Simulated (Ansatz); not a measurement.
**Question.** Each is relaxed and computed with the program Ansatz at the PBE level (PAW). Which is the only one with a gap?
A. FeBiO3, Ima2 (Bi on 4b, Fe on 4a, O on 8c, O on 4b)
B. Fe2Ge, P4/nmm (Fe on 2a, Fe on 2c, Ge on 2c)
C. FeGe2, R-3m (Fe on 3a, Ge on 6c)
D. BiB, CsCl type

**Answer.** A, FeBiO3, Ima2 (Bi on 4b, Fe on 4a, O on 8c, O on 4b). FeBiO3: gap 1.05 eV (indirect); Fe2Ge: metal; FeGe2: metal; BiB: metal. Spin orders computed, not proven ground states: FeBiO3, Ima2 (Bi on 4b, Fe on 4a, O on 8c, O on 4b) antiferromagnetic; Fe2Ge, P4/nmm (Fe on 2a, Fe on 2c, Ge on 2c) ferromagnetic; FeGe2, R-3m (Fe on 3a, Ge on 6c) antiferromagnetic. Constructed cells (a structure type filled with these elements, in neither database checked): Fe2Ge, P4/nmm (Fe on 2a, Fe on 2c, Ge on 2c); FeGe2, R-3m (Fe on 3a, Ge on 6c); BiB, CsCl type. Typed or built starts, not in the databases checked: FeBiO3, Ima2 (Bi on 4b, Fe on 4a, O on 8c, O on 4b). Not the usual ambient phase: FeBiO3, Ima2 (Bi on 4b, Fe on 4a, O on 8c, O on 4b). All cells were relaxed under the symmetry of their starts (and spin orders); stability against distortions was not tested throughout. Cells of antiferromagnets are given as chemical subcells. No Hubbard U is applied. Spin–orbit coupling is left out wherever it is not named.

Potentials: the later of the program's two PAW sets.
